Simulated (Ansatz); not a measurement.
TiSi₂:
```
TiSi2
1.0
    1.75756    -6.67224     0.00000
    1.75756     6.67224     0.00000
    0.00000     0.00000     3.55700
Ti Si
2 4
Direct
  0.89755   0.10245   0.75000
  0.10245   0.89755   0.25000
  0.56007   0.43993   0.75000
  0.43993   0.56007   0.25000
  0.24964   0.75036   0.75000
  0.75036   0.24964   0.25000
```

This is the PBEsol-relaxed structure.

### Question
All from DFT-PBEsol in the program Ansatz with PAW potentials, unless another level is named. Predict the bulk modulus (Birch–Murnaghan fit).

### Answer
137 GPa.

### Question
Next, the highest zone-centre frequency?

### Answer
465 cm^-1.

Space group Cmcm. Symmetry was held in the PBEsol relaxation. The run is not spin-polarised. As this level gives no gap, phonon frequencies hold no LO–TO term and depend on the k-mesh and smearing (Fermi–Dirac, 0.1 eV here).

Potentials: the earlier of the program's two PAW sets. The files were generated under PBE; for other functionals the program regenerates the frozen cores, and for LDA and PBEsol the local potential too.
